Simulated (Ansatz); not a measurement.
Rh$_{2}$O$_{3}$:
```cif
data_O12Rh8
_chemical_formula_sum 'Rh8 O12'
_space_group_name_H-M_alt 'P 1'
_space_group_IT_number 1
_cell_length_a 7.22539
_cell_length_b 5.16347
_cell_length_c 5.34977
_cell_angle_alpha 90.000
_cell_angle_beta 90.000
_cell_angle_gamma 90.000
loop_
_space_group_symop_operation_xyz
  'x, y, z'
loop_
_atom_site_label
_atom_site_type_symbol
_atom_site_fract_x
_atom_site_fract_y
_atom_site_fract_z
_atom_site_occupancy
Rh1 Rh 0.10727 0.74982 0.03026 1
Rh2 Rh 0.89273 0.25018 0.96974 1
Rh3 Rh 0.39273 0.75018 0.53026 1
Rh4 Rh 0.60727 0.24982 0.46974 1
Rh5 Rh 0.60727 0.75018 0.96974 1
Rh6 Rh 0.39273 0.24982 0.03026 1
Rh7 Rh 0.89273 0.74982 0.46974 1
Rh8 Rh 0.10727 0.25018 0.53026 1
O1 O 0.00000 0.04964 0.25000 1
O2 O 0.00000 0.95036 0.75000 1
O3 O 0.50000 0.45036 0.75000 1
O4 O 0.50000 0.54964 0.25000 1
O5 O 0.84863 0.60685 0.11279 1
O6 O 0.15137 0.39315 0.88721 1
O7 O 0.65137 0.89315 0.61279 1
O8 O 0.34863 0.10685 0.38721 1
O9 O 0.34863 0.89315 0.88721 1
O10 O 0.65137 0.10685 0.11279 1
O11 O 0.15137 0.60685 0.38721 1
O12 O 0.84863 0.39315 0.61279 1
```

Relaxed with PBEsol. Plane-wave PAW PBEsol (Ansatz code) gives a gap of 0.56 eV.

**Question.** What gap does HSE06 give on the same cell (Ansatz, PAW)?

**Answer.** 2.57 eV, 2.01 eV more. The hybrid was solved on a coarser mesh and at special points; its gap is the smallest among all of these.

```tsv
k	v1 PBEsol	c1 PBEsol	v1 HSE06	c1 HSE06
Γ	-0.04	0.65	-0.05	2.58
X	-0.23	0.93	(withheld)	(withheld)
Z	-0.35	1.05	-0.36	2.99
U	-0.47	1.55	-0.53	3.48
Y	-0.26	0.93	(withheld)	(withheld)
S	-0.40	1.44	(withheld)	(withheld)
T	-0.22	0.99	-0.19	2.84
R	-0.22	0.93	(withheld)	(withheld)
```

**Question.** Top valence (v1) and lowest conduction level (c1) in eV from each method's valence maximum (which need not be a listed point): supply the withheld HSE06 values.

**Answer.** 
- R, v1 HSE06: -0.28
- R, c1 HSE06: 2.89
- X, v1 HSE06: -0.16
- X, c1 HSE06: 2.79
- S, v1 HSE06: -0.36
- S, c1 HSE06: 3.42
- Y, v1 HSE06: -0.23
- Y, c1 HSE06: 2.87

Cost on shared cores: the PBEsol run (SCF on a 4×6×5 mesh, then bands and DOS) roughly 7 core-minutes, the HSE06 run (SCF on 3×3×3, then a few points) very roughly 10 core-minutes; the tasks are unlike.

Space group Pbcn. The first step of the workflow began from a Materials Project structure, measured or hypothetical; the Crystallography Open Database copy checked does not list it. COD files the formula under space group No. 167, so this cell is another polymorph or a model. Whether it is the stable phase at ambient conditions was not checked. Symmetry was held in the PBEsol relaxation; of distortions, only those at the zone centre were tested. No spin polarisation was allowed. Spin–orbit coupling is left out wherever it is not named.

Potentials: the later of the program's two PAW sets.
